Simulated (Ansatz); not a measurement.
**RbGe6: computed properties**

Theory: Ansatz 0.2.0, DFT PBE, scalar-relativistic, plane waves, PAW.

Settings: cutoff 420 eV, Γ-centred mesh 8×8×8 on the computed 7-atom cell, Gaussian smearing of 0.10 eV; no spin polarisation.

The structure is relaxed at this level of theory with its symmetry kept, and needn't be the ground state of this composition.

```
Rb Ge
1.0
    -3.59888    3.59888    3.59888
     3.59888   -3.59888    3.59888
     3.59888    3.59888   -3.59888
Rb Ge
1 6
Direct
  0.00000 0.00000 0.00000
  0.50000 0.75000 0.25000
  0.75000 0.25000 0.50000
  0.75000 0.50000 0.25000
  0.50000 0.25000 0.75000
  0.25000 0.75000 0.50000
  0.25000 0.50000 0.75000
```

```json
{
 "Space group": "Im-3m (No. 229)",
 "Volume per atom": "26.64 Å³",
 "Formation energy from the elements' standard states (uncorrected)": "-0.024 eV/atom",
 "Kohn–Sham band gap": "none (metal)",
 "Density of states at the Fermi level": "2.3 states/eV per cell",
 "Orbital (Löwdin) character within 0.5 eV of the Fermi level": "Ge 4p 66 %, Ge 4s 25 %, unprojected 6 %",
 "Bulk modulus": "43 GPa",
 "Its pressure derivative": "4.7",
 "Bader charge by site (e)": "Rb (1 in the cell) 0.78, Ge (6 in the cell) -0.13"
}
```

The cell was found from a structure generator's guess, not taken from experiment. Löwdin shares on free-atom orbitals overweight diffuse shells.
